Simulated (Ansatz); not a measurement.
Consider the following.

VSi:
```yaml
crystal:
  lattice:
    - [2.79948, 0.00000, 0.00000]
    - [-1.39974, 2.42443, 0.00000]
    - [0.00000, 0.00000, 3.90032]
  atoms:
    - { symbol: V, position: [0.00000, 0.00000, 0.00000] }
    - { symbol: Si, position: [0.66667, 0.33333, 0.50000] }
```

This is the PBE-relaxed structure.

Q: All from the program Ansatz at the PBE level (PAW), unless another level is named. Predict the electronic character.

A: metallic (no gap).

Q: And the formation energy from the elements (no fitted shifts)?

A: -0.34 eV/atom.

Q: And the density of states at the Fermi level?

A: 0.74 states/eV per atom (mean over ±0.08 eV).

Space group P-6m2. The cell is a constructed one: a structure type filled with these elements; neither database checked (COD, Materials Project) lists it. Its standing as an ambient phase is unchecked. The cell was relaxed with PBE under the symmetry of its start; whether a distortion lowers the energy is not shown. The workflow began spin-polarised and lost its moments. The references are the lowest solids computed at this level, not always the standard phases.

Potentials: the later of the program's two PAW sets.
